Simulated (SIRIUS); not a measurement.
Band structure of YGe (Cmcm, 4 atoms in the cell; from Materials Project mp-9971).

```
CELL_PARAMETERS angstrom
      2.14128    -5.36220     0.00000
      2.14128     5.36220     0.00000
      0.00000     0.00000     3.95460
ATOMIC_POSITIONS crystal
  Y  0.13861 0.86139 0.25000
  Y  0.86139 0.13861 0.75000
  Ge 0.41562 0.58438 0.25000
  Ge 0.58438 0.41562 0.75000
```

Computed with LDA (PW92), PseudoDojo 0.4 standard norm-conserving LDA (tails mended) pseudopotentials (plane waves; SIRIUS 7.12.0).

Settings: parameters.ngridk = 5 5 5; parameters.xc_functionals = [XC_LDA_X, XC_LDA_C_PW]; parameters.gk_cutoff = 8.832 1/bohr; parameters.pw_cutoff = 17.664 1/bohr; parameters.smearing = fermi_dirac; parameters.smearing_width = 0.00367493 Ha; potentials = PseudoDojo 0.4 standard norm-conserving LDA (tails mended) pseudopotentials; parameters.electronic_structure_method = pseudopotential; parameters.num_bands = 31; parameters.num_mag_dims = 0; parameters.num_dft_iter = 100; parameters.energy_tol = 1e-07 Ha; parameters.density_tol = 1e-06; mixer.type = anderson.

The structure comes from a collection of computed structures, made at another level of theory; the collection holds predicted forms beside known ones. No clean gap shows at this smearing width and mesh (spacing up to 0.32 Å⁻¹); the mesh is coarse for partly filled bands, so the values carry mesh errors.

Points are given in units of this cell's reciprocal vectors. Levels in eV from the Fermi level, bands 22 to 29:
```
point                   22     23     24     25     26    27    28    29
-------------------  -----  -----  -----  -----  -----  ----  ----  ----
Γ (0 0 0)            -1.81  -1.12  -0.86   0.41   0.65  1.48  2.57  2.85
X (0.29 0.29 0)      -2.27  -2.07  -1.90   0.40   0.86  1.02  2.08  2.13
S (0 0.5 0)          -2.91  -2.06  -1.83   0.21   1.17  1.50  2.22  2.45
R (0 0.5 0.5)        -2.94  -2.04  -2.04  -0.44  -0.44  3.19  3.19  3.32
A (0.29 0.29 0.5)    -3.24  -1.92  -1.92  -0.16  -0.16  2.23  2.23  3.79
Z (0 0 0.5)          -3.00  -1.88  -1.88  -0.98  -0.98  2.80  2.80  3.77
Y (-0.5 0.5 0)       -1.51  -1.39  -0.75  -0.70   1.41  1.93  2.00  2.02
X1 (-0.29 0.71 0)    -2.27  -2.07  -1.90   0.40   0.86  1.02  2.08  2.13
A1 (-0.29 0.71 0.5)  -3.24  -1.92  -1.92  -0.16  -0.16  2.23  2.23  3.79
T (-0.5 0.5 0.5)     -4.08  -1.46  -1.46  -0.03  -0.03  1.96  1.96  2.47
```

2 bands cross the Fermi level along this path, so the cell has no gap at this level.

The Fermi level comes from the SCF mesh, which can miss band crossings, so its place against them is uncertain.

“Tails mended”: in these copies of the files the far tail of each local potential was reset to the Coulomb form.
